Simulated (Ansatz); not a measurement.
Relaxed-ion elastic tensor of Hf (hcp (Mg type), P6_3/mmc) in GPa (Voigt order), the program Ansatz at the PBEsol level (PAW); density 13.72 g/cm³, 21.61 Å³ per atom.

```
 181  79.6  72.8   0.0   0.0   0.0
79.6   181  72.8   0.0   0.0   0.0
72.8  72.8   207   0.0   0.0   0.0
 0.0   0.0   0.0  49.1   0.0   0.0
 0.0   0.0   0.0   0.0  49.1   0.0
 0.0   0.0   0.0   0.0   0.0  50.9
```

Question: Is the crystal mechanically stable?

Answer: Yes: the smallest eigenvalue of C is 49.1 GPa.

Question: Work out the Voigt, Reuss and Hill averages.

Answer: K_V = 113, K_R = 113, K_H = 113; G_V = 52.8, G_R = 52.2, G_H = 52.5 GPa.

Question: Give Young's modulus, Poisson's ratio, Pugh's ratio and the universal anisotropy index.

Answer: E = 9KG/(3K + G) = 136 GPa; ν = 0.30; K/G = 2.16 (ductile by the Pugh limit of 1.75); A_U = 5G_V/G_R + K_V/K_R − 6 = 0.05.

Question: Estimate the sound speeds and the Debye temperature.

Answer: v_l = √((K + 4G/3)/ρ) = 3650 m/s, v_t = √(G/ρ) = 1960 m/s, mean 2180 m/s; Θ = (h/k)(3n/4πV)^(1/3) v_m = 234 K.

Question: Solve the Christoffel equation for the three sound speeds along x, y, z.

Answer: Eigenvalues of C_ijkl n_j n_l equal ρv². In km/s, slowest first: x 1.89, 1.93, 3.64; y 1.89, 1.93, 3.64; z 1.89, 1.89, 3.88.

Question: How much does each axis shrink under pressure?

Answer: Linear compressibilities β_i = Σ_j S_ij (j = 1 to 3): x 3.1, y 3.1, z 2.7 per TPa.

Symmetry was held in the PBEsol relaxation; of distortions, only those at the zone centre were tested. The run is not spin-polarised. As this level gives no gap, shear constants depend on the k-mesh and smearing (Fermi–Dirac, 0.1 eV here). Spin–orbit coupling is left out wherever it is not named.

Potentials: the earlier of the program's two PAW sets.
